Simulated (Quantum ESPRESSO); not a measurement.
# Computed records: Al2SiN2O2 (made-up cell, one site empty)

All values are calculated (Quantum ESPRESSO 7.5). Calculation on a made-up crystal cell, not a measurement, run twice, once with a planted mistake found by running each candidate: periodic Kohn-Sham density functional theory in plane waves with PseudoDojo standard norm-conserving scalar-relativistic pseudopotentials, each functional with its own files (v0.5 for PBE, v0.4.1 for LDA and PBEsol), no spin polarisation, no spin-orbit coupling, atoms not relaxed, stress positive in tension, energies less a fixed whole-eV offset for each atom's element; levels are Kohn-Sham levels at fractions of this cell's reciprocal vectors, counted from the reference band (half the neutral cell's valence electrons, rounded up) at Gamma; error bars cover cutoff and k-mesh only, not smearing or the files; each bar is the largest change over components, and at least 0.002 eV, 0.002 eV per angstrom or 0.02 GPa; a charged cell sits in a uniform background, with energy and stress on this program's zero of potential; energies are for the whole cell, and the offsets were chosen from early runs and are not element reference energies; a distance is the largest change of any value in units of its error bar (the energy's for the smearing term), a scale change is of lengths, and a coarse mesh keeps the half-step shift.

Common to all runs: lattice type wurtzite; empty site 4; intended functional pbe; intended cutoff 1143 eV; intended fermi dirac smearing 0.025 eV; intended scf tolerance 1e-07 eV; intended electrons removed 0; healthy free energy less offsets 0.136 eV; healthy scf iterations 11; healthy smearing term minus ts 0 eV; healthy pressure -9.96 GPa; healthy stress xx 8.78 GPa; healthy stress yy 5.4 GPa; healthy stress zz 15.71 GPa; healthy stress yz -4.1 GPa; healthy stress xz -0.39 GPa; healthy stress xy 6.36 GPa; healthy reference band 16; faulty reference band 16; candidate k points along each vector 2; candidate cutoff 804 eV; candidate smearing 0.35 eV; candidate functional lda; candidate scf tolerance 0.3 eV; candidate electrons removed -1; candidate scale change 1.93 percent; candidate first exchanged site 2; candidate second exchanged site 6; intended k mesh 6 x 4 x 4, shifted by half a step; structure shown as intended, without the mistake.

(1) Al2SiN2O2 (made-up cell, one site empty)

Intended structure:
```
Al2SiN2O2
1.0
      3.0884     0.0386     0.0118
      0.0668     5.1858     0.0102
      0.0192     0.0096     4.9791
Al Si N O N O
2 1 1 1 1 1
Direct
  -0.02663 0.00122 -0.03336
  0.52648 0.48834 -0.01564
  0.51877 0.16432 0.47107
  0.00723 -0.00369 0.37036
  0.51724 0.51386 0.35003
  0.51132 0.16757 0.85151
  -0.00076 0.67147 0.86437
```

- faulty free energy less offsets: -1.769 eV
- faulty scf iterations: 11
- faulty smearing term minus ts: 0 eV
- faulty pressure: -18.38 GPa
- faulty stress xx: 17.07 GPa
- faulty stress yy: 14.46 GPa
- faulty stress zz: 23.61 GPa
- faulty stress yz: -3.84 GPa
- faulty stress xz: -0.29 GPa
- faulty stress xy: 6.03 GPa
- fault kind: wrong functional
- other mistakes compared: 7
- distance from healthy: 952.7 error bars
- distance from nearest other mistake: 660.1 error bars
- healthy error bar energy: 0.002 eV
- healthy error bar stress: 0.02 GPa
- healthy error bar force: 0.002998 eV/Å
- healthy error bar next band up: 0.002 eV

Atoms:
| atoms element | atom site | atom energy offset (eV) |
| --- | --- | --- |
| Al | 1 | -64 |
| Al | 2 | -64 |
| Si | 3 | -115 |
| N | 5 | -283 |
| O | 6 | -452 |
| N | 7 | -283 |
| O | 8 | -452 |

Healthy forces:
| site | x (eV/Å) | y (eV/Å) | z (eV/Å) |
| --- | --- | --- | --- |
| 1 | 2.827 | -1.929 | 1.795 |
| 2 | -0.681 | 3.309 | 1.167 |
| 3 | -0.705 | 1.644 | -0.943 |
| 5 | 0.576 | 2.712 | -0.521 |
| 6 | -0.109 | -4.505 | -0.317 |
| 7 | -2.317 | -0.157 | -2.547 |
| 8 | 0.409 | -1.074 | 1.366 |

Healthy levels:
| level k point | next band up (eV) |
| --- | --- |
| Gamma | 2.545 |
| (1/2,1/2,1/2) | 3.836 |
| (0.15,0,0) | 3.411 |
| (0,0.15,0) | 2.87 |
| (0,0,0.15) | 2.9 |

Faulty forces:
| site | x (eV/Å) | y (eV/Å) | z (eV/Å) |
| --- | --- | --- | --- |
| 1 | 2.666 | -2 | 1.67 |
| 2 | -0.639 | 3.274 | 1.184 |
| 3 | -0.637 | 1.558 | -0.903 |
| 5 | 0.496 | 3.009 | -0.549 |
| 6 | -0.103 | -4.742 | -0.584 |
| 7 | -2.127 | -0.118 | -2.428 |
| 8 | 0.345 | -0.98 | 1.61 |

Faulty levels:
| level k point | next band up (eV) |
| --- | --- |
| Gamma | 2.496 |
| (1/2,1/2,1/2) | 3.74 |
| (0.15,0,0) | 3.351 |
| (0,0.15,0) | 2.826 |
| (0,0,0.15) | 2.851 |

Candidate mistake: coarse kmesh, low cutoff, wide smearing, wrong functional, loose scf, wrong charge, cell scaled, atoms exchanged

(2) Al2SiN2O2 (made-up cell, one site empty)

Structure as in entry 1.

- faulty free energy less offsets: 0.176 eV
- faulty scf iterations: 4
- faulty smearing term minus ts: 0 eV
- faulty pressure: -11.48 GPa
- faulty stress xx: 11.27 GPa
- faulty stress yy: 6.25 GPa
- faulty stress zz: 16.94 GPa
- faulty stress yz: -3.5 GPa
- faulty stress xz: -0.34 GPa
- faulty stress xy: 6.15 GPa
- fault kind: loose scf
- other mistakes compared: 7
- distance from healthy: 124.3 error bars
- distance from nearest other mistake: 128.2 error bars
- healthy error bar energy: 0.002 eV
- healthy error bar stress: 0.02 GPa
- healthy error bar force: 0.002998 eV/Å
- healthy error bar next band up: 0.002 eV

Atoms:
| atoms element | atom site | atom energy offset (eV) |
| --- | --- | --- |
| Al | 1 | -64 |
| Al | 2 | -64 |
| Si | 3 | -115 |
| N | 5 | -283 |
| O | 6 | -452 |
| N | 7 | -283 |
| O | 8 | -452 |

Healthy forces:
| site | x (eV/Å) | y (eV/Å) | z (eV/Å) |
| --- | --- | --- | --- |
| 1 | 2.827 | -1.929 | 1.795 |
| 2 | -0.681 | 3.309 | 1.167 |
| 3 | -0.705 | 1.644 | -0.943 |
| 5 | 0.576 | 2.712 | -0.521 |
| 6 | -0.109 | -4.505 | -0.317 |
| 7 | -2.317 | -0.157 | -2.547 |
| 8 | 0.409 | -1.074 | 1.366 |

Healthy levels:
| level k point | next band up (eV) |
| --- | --- |
| Gamma | 2.545 |
| (1/2,1/2,1/2) | 3.836 |
| (0.15,0,0) | 3.411 |
| (0,0.15,0) | 2.87 |
| (0,0,0.15) | 2.9 |

Faulty forces:
| site | x (eV/Å) | y (eV/Å) | z (eV/Å) |
| --- | --- | --- | --- |
| 1 | 2.784 | -1.935 | 1.78 |
| 2 | -0.671 | 3.216 | 1.068 |
| 3 | -0.688 | 1.601 | -1.032 |
| 5 | 0.548 | 2.387 | -0.509 |
| 6 | -0.114 | -4.168 | -0.217 |
| 7 | -2.244 | -0.147 | -2.509 |
| 8 | 0.384 | -0.953 | 1.419 |

Faulty levels:
| level k point | next band up (eV) |
| --- | --- |
| Gamma | 2.724 |
| (1/2,1/2,1/2) | 4.032 |
| (0.15,0,0) | 3.583 |
| (0,0.15,0) | 3.047 |
| (0,0,0.15) | 3.077 |

Candidate mistake: coarse kmesh, low cutoff, wide smearing, wrong functional, loose scf, wrong charge, cell scaled, atoms exchanged

(3) Al2SiN2O2 (made-up cell, one site empty)

Structure as in entry 1.

* faulty free energy less offsets: 10.364 eV
* faulty scf iterations: 12
* faulty smearing term minus ts: -0.007 eV
* faulty pressure: 22.31 GPa
* faulty stress xx: -21.92 GPa
* faulty stress yy: -24.75 GPa
* faulty stress zz: -20.26 GPa
* faulty stress yz: -1.73 GPa
* faulty stress xz: -1.58 GPa
* faulty stress xy: 5.52 GPa
* fault kind: wrong charge
* other mistakes compared: 7
* distance from healthy: 5114 error bars
* distance from nearest other mistake: 4805 error bars
* healthy error bar energy: 0.002 eV
* healthy error bar stress: 0.02 GPa
* healthy error bar force: 0.002998 eV/Å
* healthy error bar next band up: 0.002 eV

Atoms:
| atoms element | atom site | atom energy offset (eV) |
| --- | --- | --- |
| Al | 1 | -64 |
| Al | 2 | -64 |
| Si | 3 | -115 |
| N | 5 | -283 |
| O | 6 | -452 |
| N | 7 | -283 |
| O | 8 | -452 |

Healthy forces:
| site | x (eV/Å) | y (eV/Å) | z (eV/Å) |
| --- | --- | --- | --- |
| 1 | 2.827 | -1.929 | 1.795 |
| 2 | -0.681 | 3.309 | 1.167 |
| 3 | -0.705 | 1.644 | -0.943 |
| 5 | 0.576 | 2.712 | -0.521 |
| 6 | -0.109 | -4.505 | -0.317 |
| 7 | -2.317 | -0.157 | -2.547 |
| 8 | 0.409 | -1.074 | 1.366 |

Healthy levels:
| level k point | next band up (eV) |
| --- | --- |
| Gamma | 2.545 |
| (1/2,1/2,1/2) | 3.836 |
| (0.15,0,0) | 3.411 |
| (0,0.15,0) | 2.87 |
| (0,0,0.15) | 2.9 |

Faulty forces:
| site | x (eV/Å) | y (eV/Å) | z (eV/Å) |
| --- | --- | --- | --- |
| 1 | 2.569 | -1.664 | 2.476 |
| 2 | -0.577 | 3.006 | 1.388 |
| 3 | -0.59 | 1.014 | -1.553 |
| 5 | 0.449 | 2.357 | -0.151 |
| 6 | -0.116 | -3.49 | -0.435 |
| 7 | -2.197 | 0.048 | -2.377 |
| 8 | 0.463 | -1.271 | 0.652 |

Faulty levels:
| level k point | next band up (eV) |
| --- | --- |
| Gamma | 2.493 |
| (1/2,1/2,1/2) | 3.821 |
| (0.15,0,0) | 3.368 |
| (0,0.15,0) | 2.846 |
| (0,0,0.15) | 2.875 |

Candidate mistake: coarse kmesh, low cutoff, wide smearing, wrong functional, loose scf, wrong charge, cell scaled, atoms exchanged

(4) Al2SiN2O2 (made-up cell, one site empty)

Structure as in entry 1.

* faulty free energy less offsets: 0.54 eV
* faulty scf iterations: 12
* faulty smearing term minus ts: 0 eV
* faulty pressure: -17.13 GPa
* faulty stress xx: 16.44 GPa
* faulty stress yy: 13.23 GPa
* faulty stress zz: 21.73 GPa
* faulty stress yz: -3.36 GPa
* faulty stress xz: -0.24 GPa
* faulty stress xy: 5.33 GPa
* fault kind: cell scaled
* other mistakes compared: 7
* distance from healthy: 391.6 error bars
* distance from nearest other mistake: 214.3 error bars
* healthy error bar energy: 0.002 eV
* healthy error bar stress: 0.02 GPa
* healthy error bar force: 0.002998 eV/Å
* healthy error bar next band up: 0.002 eV

Atoms:
| atoms element | atom site | atom energy offset (eV) |
| --- | --- | --- |
| Al | 1 | -64 |
| Al | 2 | -64 |
| Si | 3 | -115 |
| N | 5 | -283 |
| O | 6 | -452 |
| N | 7 | -283 |
| O | 8 | -452 |

Healthy forces:
| site | x (eV/Å) | y (eV/Å) | z (eV/Å) |
| --- | --- | --- | --- |
| 1 | 2.827 | -1.929 | 1.795 |
| 2 | -0.681 | 3.309 | 1.167 |
| 3 | -0.705 | 1.644 | -0.943 |
| 5 | 0.576 | 2.712 | -0.521 |
| 6 | -0.109 | -4.505 | -0.317 |
| 7 | -2.317 | -0.157 | -2.547 |
| 8 | 0.409 | -1.074 | 1.366 |

Healthy levels:
| level k point | next band up (eV) |
| --- | --- |
| Gamma | 2.545 |
| (1/2,1/2,1/2) | 3.836 |
| (0.15,0,0) | 3.411 |
| (0,0.15,0) | 2.87 |
| (0,0,0.15) | 2.9 |

Faulty forces:
| site | x (eV/Å) | y (eV/Å) | z (eV/Å) |
| --- | --- | --- | --- |
| 1 | 2.417 | -1.82 | 1.544 |
| 2 | -0.569 | 2.911 | 1.215 |
| 3 | -0.516 | 1.542 | -0.929 |
| 5 | 0.384 | 2.843 | -0.512 |
| 6 | -0.097 | -4.542 | -0.689 |
| 7 | -1.895 | -0.1 | -2.265 |
| 8 | 0.276 | -0.834 | 1.636 |

Faulty levels:
| level k point | next band up (eV) |
| --- | --- |
| Gamma | 2.11 |
| (1/2,1/2,1/2) | 3.559 |
| (0.15,0,0) | 2.99 |
| (0,0.15,0) | 2.437 |
| (0,0,0.15) | 2.467 |

Candidate mistake: coarse kmesh, low cutoff, wide smearing, wrong functional, loose scf, wrong charge, cell scaled, atoms exchanged

(5) Al2SiN2O2 (made-up cell, one site empty)

Structure as in entry 1.

- faulty free energy less offsets: 13.054 eV
- faulty scf iterations: 13
- faulty smearing term minus ts: -0.004 eV
- faulty pressure: 17.2 GPa
- faulty stress xx: -7.3 GPa
- faulty stress yy: -44.53 GPa
- faulty stress zz: 0.23 GPa
- faulty stress yz: 22.06 GPa
- faulty stress xz: -2.27 GPa
- faulty stress xy: 6.07 GPa
- fault kind: atoms exchanged
- other mistakes compared: 7
- distance from healthy: 6459 error bars
- distance from nearest other mistake: 4805 error bars
- healthy error bar energy: 0.002 eV
- healthy error bar stress: 0.02 GPa
- healthy error bar force: 0.002998 eV/Å
- healthy error bar next band up: 0.002 eV

Atoms:
| atoms element | atom site | atom energy offset (eV) |
| --- | --- | --- |
| Al | 1 | -64 |
| Al | 2 | -64 |
| Si | 3 | -115 |
| N | 5 | -283 |
| O | 6 | -452 |
| N | 7 | -283 |
| O | 8 | -452 |

Healthy forces:
| site | x (eV/Å) | y (eV/Å) | z (eV/Å) |
| --- | --- | --- | --- |
| 1 | 2.827 | -1.929 | 1.795 |
| 2 | -0.681 | 3.309 | 1.167 |
| 3 | -0.705 | 1.644 | -0.943 |
| 5 | 0.576 | 2.712 | -0.521 |
| 6 | -0.109 | -4.505 | -0.317 |
| 7 | -2.317 | -0.157 | -2.547 |
| 8 | 0.409 | -1.074 | 1.366 |

Healthy levels:
| level k point | next band up (eV) |
| --- | --- |
| Gamma | 2.545 |
| (1/2,1/2,1/2) | 3.836 |
| (0.15,0,0) | 3.411 |
| (0,0.15,0) | 2.87 |
| (0,0,0.15) | 2.9 |

Faulty forces:
| site | x (eV/Å) | y (eV/Å) | z (eV/Å) |
| --- | --- | --- | --- |
| 1 | 2.824 | -1.267 | 0.961 |
| 2 | 0.748 | -0.949 | 0.995 |
| 3 | -0.906 | -10.425 | 5.318 |
| 5 | 0.599 | 0.284 | -1.026 |
| 6 | 0.057 | 10.914 | -3.468 |
| 7 | -2.796 | -1.112 | -1.572 |
| 8 | -0.527 | 2.554 | -1.207 |

Faulty levels:
| level k point | next band up (eV) |
| --- | --- |
| Gamma | 0.473 |
| (1/2,1/2,1/2) | 0.676 |
| (0.15,0,0) | 0.56 |
| (0,0.15,0) | 0.311 |
| (0,0,0.15) | 0.476 |

Candidate mistake: coarse kmesh, low cutoff, wide smearing, wrong functional, loose scf, wrong charge, cell scaled, atoms exchanged
